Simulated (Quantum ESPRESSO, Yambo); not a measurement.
# SrBrOH: DFT and GW levels

SrBrOH is modelled in the monoclinic space group C2/m (No. 12), Pearson symbol mS16. Conventional cell: a = 11.082 Å, b = 4.339 Å, c = 7.437 Å, α = γ = 90.00°, β = 106.79°. H on 4i sees 1 O at 0.972 Å. O on 4i sees 1 H at 0.972 Å and 3 Sr at 2.498 Å. Br on 4i is coordinated by 4 Sr at 3.201–3.300 Å. Sr on 4i sees 3 O at 2.498 Å and 4 Br at 3.201–3.300 Å. (Neighbours: up to the widest gap in distance over summed covalent radii, below 1.35, at either atom; cation-cation contacts left out.)
(The calculation used a cell of 8 atoms; values per cell refer to that cell.)

The geometry is that of Materials Project entry mp-1080045, symmetrised and not relaxed again.

Starting point: LDA (pw.x of Quantum ESPRESSO, ONCV potentials, no spin-orbit coupling). G0W0 in Yambo: 4×4×2 Γ-centred k mesh, 179 bands and a 6 Ry block in the screening, 179 bands in G with the Bruneval-Gonze terminator, plasmon pole fitted at 27.2 eV.

The LDA gap along the band path is 3.95 eV and the LDA gap between the mesh's edge points (Γ → Γ) is 3.95 eV. The G0W0 gap between the same points is 6.36 eV.

```json
[
 {"k point": "Γ", "band": "VB", "E LDA (eV)": "0.00", "E QP (eV)": "-1.42", "shift (eV)": "-1.42", "Z": "0.81"},
 {"k point": "Γ", "band": "CB", "E LDA (eV)": "3.95", "E QP (eV)": "4.94", "shift (eV)": "0.98", "Z": "0.86"},
 {"k point": "(0, 0, -0.5)", "band": "VB", "E LDA (eV)": "-0.07", "E QP (eV)": "-1.49", "shift (eV)": "-1.42", "Z": "0.81"},
 {"k point": "(0, 0, -0.5)", "band": "CB", "E LDA (eV)": "5.23", "E QP (eV)": "6.28", "shift (eV)": "1.06", "Z": "0.86"},
 {"k point": "(0, -0.5, 0)", "band": "VB", "E LDA (eV)": "-0.38", "E QP (eV)": "-1.80", "shift (eV)": "-1.42", "Z": "0.80"},
 {"k point": "(0, -0.5, 0)", "band": "CB", "E LDA (eV)": "5.70", "E QP (eV)": "6.90", "shift (eV)": "1.21", "Z": "0.86"},
 {"k point": "(0, -0.5, -0.5)", "band": "VB", "E LDA (eV)": "-0.33", "E QP (eV)": "-1.76", "shift (eV)": "-1.42", "Z": "0.81"},
 {"k point": "(0, -0.5, -0.5)", "band": "CB", "E LDA (eV)": "5.49", "E QP (eV)": "6.67", "shift (eV)": "1.17", "Z": "0.86"},
 {"k point": "(-0.5, -0.5, 0)", "band": "VB", "E LDA (eV)": "-0.17", "E QP (eV)": "-1.69", "shift (eV)": "-1.53", "Z": "0.82"},
 {"k point": "(-0.5, -0.5, 0)", "band": "CB", "E LDA (eV)": "5.19", "E QP (eV)": "6.29", "shift (eV)": "1.11", "Z": "0.86"},
 {"k point": "(-0.5, -0.5, -0.5)", "band": "VB", "E LDA (eV)": "-0.15", "E QP (eV)": "-1.66", "shift (eV)": "-1.51", "Z": "0.82"},
 {"k point": "(-0.5, -0.5, -0.5)", "band": "CB", "E LDA (eV)": "5.46", "E QP (eV)": "6.57", "shift (eV)": "1.11", "Z": "0.86"}
]
```

Energies count from the LDA valence-band maximum.

Convergence of the G0W0 settings was not tested.

Spin-orbit splittings are left out.

The structure is a Materials Project entry; no match was found in the copy of COD used, and its stability was not checked.
